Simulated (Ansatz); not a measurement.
With PBEsol in the plane-wave PAW code Ansatz, InP in the tetragonal phase (P4_2/mnm; In on 4g, P on 4f) relaxes to a = 7.174 Å, c = 4.163 Å. Its formation energy from the elements is -14 kJ/mol of atoms, with no fitted shifts.

The Kohn–Sham gap is 0.71 eV (smallest direct gap 0.71 eV). The valence maximum lies on the M–Γ line, 92 % of the way from M and the conduction minimum at Γ. HSE06 on the same cell gives 1.59 eV. Gap from PBEsol with spin–orbit coupling: 0.69 eV. The electron mass is 0.056, 0.061, 0.061 mₑ (principal values). The hole mass is 0.20, 1.1, 1.5 mₑ (principal values).

The bulk modulus is 60.4 GPa. The relaxed-ion elastic constants in GPa are C11 = 78.6, C12 = 52.7, C13 = 43.6, C33 = 119, C44 = 24.0, C66 = 24.8. The elastic constants imply a Debye temperature near 250 K. Perturbation theory gives ε∞ = 10.5 (xx = yy), 10.3 (zz). Born charges are In +2.37, P -2.37 e. Without the LO–TO term the highest mode at Γ lies at 342 cm⁻¹.

The start of the workflow was typed in or built on a structure type; neither database checked (COD, Materials Project) lists it. It is not the phase usual at ambient conditions (space group No. 216). Symmetry was held in the PBEsol relaxation; whether a distortion lowers the energy is not shown. The volume moved by 20 % from the start of the relaxation. The references are the lowest solids computed at this level, not always the standard phases. Scalar-relativistic: spin–orbit coupling is off unless named, which matters more the heavier the elements.

Potentials: the later of the program's two PAW sets.
